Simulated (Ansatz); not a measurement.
# SrO (rock salt): scan of one atom of the cell

Starting cell, SrO (rock salt):

```xyz
2
Lattice="0.0000 2.5975 2.5975 2.5975 0.0000 2.5975 2.5975 2.5975 0.0000" Properties=species:S:1:pos:R:3 pbc="T T T"
O      0.0000     0.0000     0.0000
Sr     2.5975     2.5975     2.5975
```

In this cell atom 2 (Sr, nearest neighbour O at 2.598 Å; its periodic images, 3.7 Å or more away, move with it) is moved by s towards the nearest neighbour, unit vector (0.000, 1.000, 0.000); all other atoms and the cell stay fixed.

Calculation: PBE (plane waves to 420 eV, PAW, scalar-relativistic; Ansatz, a quantum-chemistry and plane-wave program). k mesh 9×9×9 (Γ-centred), Fermi-Dirac smearing 0.05 eV. Energies are smeared free energies. Stress and pressure are positive under compression. F∥ is the force on the atom along that direction. SrO was relaxed with its symmetry unable to fall. The zero of ΔE is the undisplaced structure.

```json
[
 {"s (Å)": "-0.520", "ΔE (meV/cell)": "520", "P (GPa)": "9.1", "F∥ (eV/Å)": "3.093"},
 {"s (Å)": "-0.416", "ΔE (meV/cell)": "268", "P (GPa)": "5.2", "F∥ (eV/Å)": "1.837"},
 {"s (Å)": "-0.312", "ΔE (meV/cell)": "123", "P (GPa)": "2.7", "F∥ (eV/Å)": "1.018"},
 {"s (Å)": "-0.208", "ΔE (meV/cell)": "46", "P (GPa)": "1.1", "F∥ (eV/Å)": "0.509"},
 {"s (Å)": "-0.104", "ΔE (meV/cell)": "10", "P (GPa)": "0.3", "F∥ (eV/Å)": "0.203"},
 {"s (Å)": "0.000", "ΔE (meV/cell)": "0", "P (GPa)": "0.0", "F∥ (eV/Å)": "0.000"},
 {"s (Å)": "0.104", "ΔE (meV/cell)": "10", "P (GPa)": "0.3", "F∥ (eV/Å)": "-0.203"},
 {"s (Å)": "0.208", "ΔE (meV/cell)": "46", "P (GPa)": "1.1", "F∥ (eV/Å)": "-0.509"},
 {"s (Å)": "0.312", "ΔE (meV/cell)": "123", "P (GPa)": "2.7", "F∥ (eV/Å)": "-1.018"},
 {"s (Å)": "0.416", "ΔE (meV/cell)": "268", "P (GPa)": "5.2", "F∥ (eV/Å)": "-1.837"},
 {"s (Å)": "0.520", "ΔE (meV/cell)": "520", "P (GPa)": "9.1", "F∥ (eV/Å)": "-3.093"}
]
```

Key numbers:

- Energy at s = 0.520 Å: 520 meV/cell
- Force along the line at s = -0.520 Å: 3.09 eV/Å
- Symmetry of the curve: even: the same for both signs
- Shape of the curve: a single well with its minimum at or next to zero displacement
- Force constant k = d²E/ds² at s = 0 (finite differences): 1.79 eV/Å²
- Harmonic estimate at the end of the scan: ½ks² = 241 meV/cell against the computed 520 meV/cell, so the well is stiffer than harmonic there
- Zone-centre optical wavenumber from k (transverse: no LO-TO term): 189 cm⁻¹

(For displaced atoms, the force is minus the slope of the energy, and its curvature is a force constant, which sets phonon frequencies.)
